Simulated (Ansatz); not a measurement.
BaGaGeH:
Space group P3m1 (No. 156); a = 4.329 Å, b = 4.329 Å, c = 5.243 Å, α = 90.00°, β = 90.00°, γ = 120.00°

| atom | site | symmetry | x | y | z |
|---|---|---|---|---|---|
| Ba | 1b | 3m. | 0.3333 | 0.6667 | 0.0026 |
| Ga | 1a | 3m. | 0.0000 | 0.0000 | 0.5500 |
| Ge | 1c | 3m. | 0.6667 | 0.3333 | 0.4495 |
| H | 1a | 3m. | 0.0000 | 0.0000 | 0.8778 |

Relaxed with r²SCAN. r²SCAN in the plane-wave PAW code Ansatz gives a gap of 0.56 eV.

Problem. What gap does HSE06 give on the same cell (Ansatz, PAW)?

Solution. 0.88 eV, 0.32 eV more. The hybrid was solved on a coarser mesh and at special points; its gap is the smallest among all of these.

Cost on shared cores: the r²SCAN run (SCF on a 7×7×5 mesh, then bands and DOS) around 100 core-seconds (rough), the HSE06 run (SCF on 6×6×4, then a few points) very roughly 3.0 core-minutes; the tasks are unlike.

The workflow started from a Materials Project entry (that database holds measured and hypothetical structures alike); the Crystallography Open Database files this formula in space group No. 156, but the cells were not matched. Its standing as an ambient phase is unchecked. The r²SCAN relaxation kept the symmetry of its start; its stability against distortions is not shown here. Scalar-relativistic: spin–orbit coupling is off unless named, which matters more the heavier the elements.

Potentials: the later of the program's two PAW sets.
